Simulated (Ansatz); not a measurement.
How much do the gradients of Bi2S3 depend on the method?

Cell: an entry of the Crystallography Open Database (COD) (listed for 8.3 GPa), ions relaxed with PBE at fixed cell.

```
Bi S
1.0
    10.65900    0.00000    0.00000
     0.00000    3.85250    0.00000
     0.00000    0.00000   10.51000
Bi S
8 12
Direct
  0.99147 0.25000 0.67765
  0.50853 0.75000 0.17765
  0.49147 0.25000 0.82235
  0.00853 0.75000 0.32235
  0.32138 0.25000 0.47242
  0.17862 0.75000 0.97242
  0.82138 0.25000 0.02758
  0.67862 0.75000 0.52758
  0.05156 0.25000 0.12849
  0.44844 0.75000 0.62849
  0.55156 0.25000 0.37151
  0.94844 0.75000 0.87151
  0.37485 0.25000 0.05945
  0.12515 0.75000 0.55945
  0.87485 0.25000 0.44055
  0.62515 0.75000 0.94055
  0.22330 0.25000 0.79600
  0.27670 0.75000 0.29600
  0.72330 0.25000 0.70400
  0.77670 0.75000 0.20400
```

Atoms are numbered from 1 in the order listed; like atoms form one site, named after its first atom.

First run. All values are calculated (Ansatz; DFT, PBE, plane waves and PAW, scalar-relativistic, 420 eV cutoff, Γ-centred 3×7×3 k-points, Fermi–Dirac smearing 0.02 eV), not measured.

```tsv
site	atom	V_zz (10²¹ V/m²)	η
Bi1	1	-3.86	0.08
Bi5	5	-8.92	0.28
S9	9	-1.53	0.49
S13	13	-5.43	0.18
S17	17	0.92	0.54
```

Second run. The same atoms and settings, except that the functional is r2SCAN and the cutoff is 500 eV.

**Question.** Given the first result, estimate the second.

**Answer.** 

```
site  atom    V_zz     η  change of V_zz
 Bi1     1   -3.85  0.03           +0.01
 Bi5     5  -10.26  0.22           -1.34
  S9     9   -1.60  0.38           -0.07
 S13    13   -5.47  0.17           -0.04
 S17    17    1.24  0.54           +0.32
```

The largest change of V_zz is on Bi5, from -8.92 to -10.26. In per cent, |V_zz| changes by 0 to +15 on Bi, +1 to +35 on S (all sites that start above 0.5).

Spin–orbit coupling is left out, which shifts gradients on Bi by a few per cent in wide-gap crystals, and can shift them far more where the calculated gap is small or absent, as here.
For the first run: At this cell the PBE pressure is 11 GPa, so with PBE the cell would grow if it were relaxed. With a gap of 1.0 eV on this mesh, small gradients can still move by 0.1 × 10²¹ V/m² or more as the k-mesh gets denser.
For the second run: At this cell the r2SCAN pressure is 10 GPa, so with r2SCAN the cell would grow if it were relaxed.
